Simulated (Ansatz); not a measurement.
# Electrostatic potentials at the O nuclei in Na₄NbInSi₃O₁₂

Cell: a computed structure from the Materials Project (it need not be an observed phase), atoms as given.

Space group R3c:H (No. 161); a = 9.2400, c = 22.4875 Å, γ = 120.00°.

```
site  Wyckoff  site symmetry       x       y       z
 Na1      18b              1  0.3050  0.3458  0.5807
 Na7       6a             3.  0.0000  0.0000  0.4953
  Nb       6a             3.  0.0000  0.0000  0.6468
  In       6a             3.  0.0000  0.0000  0.3498
  Si      18b              1  0.9606  0.3319  0.5845
 O19      18b              1  0.2189  0.0335  0.3102
 O25      18b              1  0.8038  0.9694  0.6931
 O31      18b              1  0.0101  0.8239  0.4124
 O37      18b              1  0.9672  0.1547  0.5884
```

One atom of each set is listed; the run and its k-mesh use a cell of 42 atoms with edges of 9.20, 9.20, 9.20 Å.

Method: Kohn–Sham DFT in Ansatz, PBE, plane waves and PAW, scalar-relativistic, 420 eV cutoff, Γ-centred 3×3×3 k-points, Fermi–Dirac smearing 0.02 eV.

The potential at a nucleus is that of all electrons and the other nuclei. A higher potential binds the core electrons more strongly, so differences between sites of one element are the initial-state part of core-level shifts.

**Question.** Rank the O sites by the potential at the nucleus, lowest first, and give each against the lowest.
A. O31: 1 Si at 1.61 Å, 1 In at 2.19 Å, 1 Na at 2.42 Å; also 2 Na at 2.51–2.53 Å
B. O25: 1 Si at 1.69 Å, 1 Nb at 1.98 Å, angle 156°; also 2 Na at 2.86–3.01 Å
C. O37: 1 Si at 1.67 Å, 1 Nb at 2.07 Å, angle 143°; also 3 Na at 2.54–2.72 Å
D. O19: 1 Si at 1.60 Å, 1 In at 2.09 Å, angle 144°; also 2 Na at 2.53–2.98 Å

**Answer.** D (0.00 V), A (0.08 V), C (1.03 V), B (1.30 V).

The largest force is 0.4 eV/Å, so the atoms aren't at the calculated equilibrium and relaxing them would move these values.
